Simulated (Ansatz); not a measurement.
KCd4As3:
Space group R-3m, hexagonal axes (No. 166); a = 4.4589 Å, b = 4.4589 Å, c = 35.7293 Å, α = 90.00°, β = 90.00°, γ = 120.00°

```
atom  site  symmetry       x       y       z
----  ----  --------  ------  ------  ------
Cd      6c        3m  0.0000  0.0000  0.0881
Cd      6c        3m  0.0000  0.0000  0.3016
As      6c        3m  0.0000  0.0000  0.2276
As      3a       -3m  0.0000  0.0000  0.0000
K       3b       -3m  0.0000  0.0000  0.5000
```
(The calculation used a cell of 8 atoms; values per cell refer to that cell.)

Relaxed at zero pressure with the program Ansatz at the PBEsol level (PAW).

Question: The volume is raised by 6 % and shape and atoms relax at that volume. What pressure results, and how do the axes share the change?

Answer: -1.8 GPa; a 1.3 %, b 1.3 %, c 3.4 %; the energy rises by 9 meV/atom.

Question: Give the new structure.

Answer: 
Space group R-3m, hexagonal axes (No. 166); a = b = 4.515 Å, c = 36.932 Å, α = β = 90.00°, γ = 120.00°

```json
[
 {"atom": "Cd", "site": "6c", "symmetry": "3m", "x": "0.0000", "y": "0.0000", "z": "0.0871"},
 {"atom": "Cd", "site": "6c", "symmetry": "3m", "x": "0.0000", "y": "0.0000", "z": "0.3023"},
 {"atom": "As", "site": "6c", "symmetry": "3m", "x": "0.0000", "y": "0.0000", "z": "0.2302"},
 {"atom": "As", "site": "3a", "symmetry": "-3m", "x": "0.0000", "y": "0.0000", "z": "0.0000"},
 {"atom": "K", "site": "3b", "symmetry": "-3m", "x": "0.0000", "y": "0.0000", "z": "0.5000"}
]
```

The phase is kept; no other phase was compared at this pressure.

The workflow started from an entry of the Crystallography Open Database (COD, 200 K). Whether it is the stable phase at ambient conditions was not checked. Symmetry was held in the PBEsol relaxation; its stability against distortions is not shown here.

Potentials: the later of the program's two PAW sets.
